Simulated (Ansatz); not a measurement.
Relaxed-ion elastic tensor of MgTe in space group P6_3mc (No. 186; Mg on 2a, Mg on 2b, Te on 2a, Te on 2b) in GPa (Voigt order), PBE in the plane-wave PAW code Ansatz; density 3.66 g/cm³, 34.48 Å³ per atom.

```
51.6  27.5  22.7   0.0   0.0   0.0
27.5  51.6  22.7   0.0   0.0   0.0
22.7  22.7  56.2   0.0   0.0   0.0
 0.0   0.0   0.0  10.7   0.0   0.0
 0.0   0.0   0.0   0.0  10.7   0.0
 0.0   0.0   0.0   0.0   0.0  12.0
```

Q: Is the crystal mechanically stable?

A: Yes: the smallest eigenvalue of C is 10.7 GPa.

Q: Work out the Voigt, Reuss and Hill averages.

A: K_V = 33.9, K_R = 33.9, K_H = 33.9; G_V = 12.5, G_R = 12.1, G_H = 12.3 GPa.

Q: Give Young's modulus, Poisson's ratio, Pugh's ratio and the universal anisotropy index.

A: E = 9KG/(3K + G) = 32.9 GPa; ν = 0.34; K/G = 2.76 (ductile by the Pugh limit of 1.75); A_U = 5G_V/G_R + K_V/K_R − 6 = 0.14.

Q: Estimate the sound speeds and the Debye temperature.

A: v_l = √((K + 4G/3)/ρ) = 3710 m/s, v_t = √(G/ρ) = 1830 m/s, mean 2060 m/s; Θ = (h/k)(3n/4πV)^(1/3) v_m = 188 K.

Q: Solve the Christoffel equation for the three sound speeds along x, y, z.

A: Eigenvalues of C_ijkl n_j n_l equal ρv² (piezoelectric stiffening left out). In km/s, slowest first: x 1.71, 1.81, 3.76; y 1.71, 1.81, 3.76; z 1.71, 1.71, 3.92.

Q: How much does each axis shrink under pressure?

A: Linear compressibilities β_i = Σ_j S_ij (j = 1 to 3): x 9.8, y 9.8, z 9.9 per TPa.

A made-up cell: these elements were put on the sites of a structure type; the Crystallography Open Database files this formula in space group No. 186, but the cells were not matched. Its standing as an ambient phase is unchecked. The PBE relaxation kept the symmetry of its start; whether a distortion lowers the energy is not shown. Scalar-relativistic: spin–orbit coupling is off unless named, which matters more the heavier the elements.

Potentials: the later of the program's two PAW sets.
